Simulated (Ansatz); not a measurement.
Input:

SrMg$_{2}$FeH$_{8}$:
```xyz
12
Lattice="4.4450 0.0000 0.0000 -2.2225 3.8495 0.0000 0.0000 0.0000 6.4724" Properties=species:S:1:pos:R:3 pbc="T T T"
Sr     0.0000     0.0000     3.2362
Mg     2.2225     1.2832     5.6718
Mg     0.0000     2.5663     0.8006
Fe     0.0000     0.0000     0.0000
H      1.0751     0.6207     0.9450
H      1.1474     3.2288     5.5274
H      3.3699     0.6207     0.9450
H     -1.1474     3.2288     5.5274
H      2.2225     2.6080     0.9450
H      0.0000     1.2414     5.5274
H      2.2225     1.2832     3.7543
H      0.0000     2.5663     2.7181
```

This is the PBEsol-relaxed structure. Tensor components refer to the Cartesian frame of this cell.

**Question.** All from PBEsol in the plane-wave PAW code Ansatz, unless another level is named. Predict the Debye temperature from the elastic constants.

**Answer.** 621 K.

**Question.** Give the elastic constants (relaxed ions, GPa).

**Answer.** C11 = 136, C12 = 25.5, C13 = 23.5, C14 = 2.5, C33 = 99.5, C44 = 42.3.

Space group P-3m1. The first step of the workflow began from a Materials Project structure, measured or hypothetical; the Crystallography Open Database copy checked does not list it. Whether it is the stable phase at ambient conditions was not checked. The PBEsol relaxation kept the symmetry of its start; its stability against distortions is not shown here. The run is not spin-polarised.

Potentials: the later of the program's two PAW sets.
